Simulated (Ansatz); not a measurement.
Values for one crystal, relaxed and computed with LDA in the plane-wave PAW code Ansatz; other levels are named.

| Quantity | Value |
|---|---|
| Volume per atom | 17.25 Å³ |
| Electronic character | metallic (no gap) |
| Bulk modulus (Birch–Murnaghan fit) | 127 GPa |
| Formation energy from the elements (no fitted shifts) | -0.14 eV/atom |
| Density of states at the Fermi level | 0.48 states/eV per atom (mean over ±0.08 eV) |
| Pressure derivative B′ | 5.1 |

Task: Which compound is it?
(A) Al3Ru2, I4/mmm (Al on 2a, Al on 4e, Ru on 4e)
(B) La3Ga, Cu3Au type
(C) CoSn2, I4/mcm (Co on 4a, Sn on 8h)
(D) TiPd, CsCl type

Result: C, CoSn2, I4/mcm (Co on 4a, Sn on 8h)

The first step of the workflow began from a Materials Project structure, measured or hypothetical; the Crystallography Open Database files this formula in space group No. 140, but the cells were not matched. Whether it is the stable phase at ambient conditions was not checked. The LDA relaxation kept the symmetry of its start; whether a distortion lowers the energy is not shown. The run is not spin-polarised. The references are the lowest solids computed at this level, not always the standard phases. Scalar-relativistic: spin–orbit coupling is off unless named, which matters more the heavier the elements.

Potentials: the later of the program's two PAW sets.
